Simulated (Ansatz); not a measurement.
## Notes on Si3S4I

```
Si I S
1.0
     7.12116    0.00000    0.00000
     0.00000    7.12116    0.00000
     0.00000    0.00000    7.24857
Si I S
6 2 8
Direct
  0.00000 0.50000 0.42810
  0.50000 0.00000 0.57190
  0.50000 0.00000 0.07190
  0.00000 0.50000 0.92810
  0.00000 0.00000 0.00000
  0.50000 0.50000 0.50000
  0.00000 0.00000 0.50000
  0.50000 0.50000 0.00000
  0.31409 0.34547 0.16605
  0.34547 0.68591 0.83395
  0.68591 0.65453 0.16605
  0.65453 0.31409 0.83395
  0.81409 0.15453 0.33395
  0.84547 0.81409 0.66605
  0.18591 0.84547 0.33395
  0.15453 0.18591 0.66605
```

Method: PBE, no spin polarisation; PAW, plane waves to 420 eV, 5×5×5 Γ-centred mesh, fermi-dirac occupations (width 0.1 eV) (Ansatz 0.2.0), atoms fixed.

Problem. Where is the largest force?

Solution. The largest is on S16 (and as large on other atoms): 7.29 eV/Å, components (3.89, 4.43, 4.30). It makes 178° with the line to a nearest neighbour, I7 at 2.10 Å, pointing away from it.

Problem. Is there a gap?

Solution. It is a metal, with about 10 states/eV a cell as the mean within 0.25 eV of the Fermi level, mostly Si p (55 %) and S p (26 %).

Problem. What is the formation energy?

Solution. 1.75 eV an atom against the elements' usual phases (free molecules for gases, crystals otherwise, with no correction for O₂ or N₂), so at this geometry it isn't bound against them. Relaxing would lower it.

Problem. What does the stress say?

Solution. The pressure is 14.6 GPa (compression positive), so with the atoms held at these fractions the cell would first expand; the forces are large, so a full relaxation may end otherwise.

Problem. Which element gives electrons and which takes them?

Solution. Bader charges in e: Si +0.36 to +0.40, S -0.66, I +1.49. In the mean I gives up most and S takes most, against the order of Pauling's electronegativities.

Origin: a known structure type with other elements, at an estimated volume, so it need not be a known compound. Caveats: many states at the Fermi level without spin polarisation, so a magnetic state may lie lower; atoms or cell far from equilibrium.
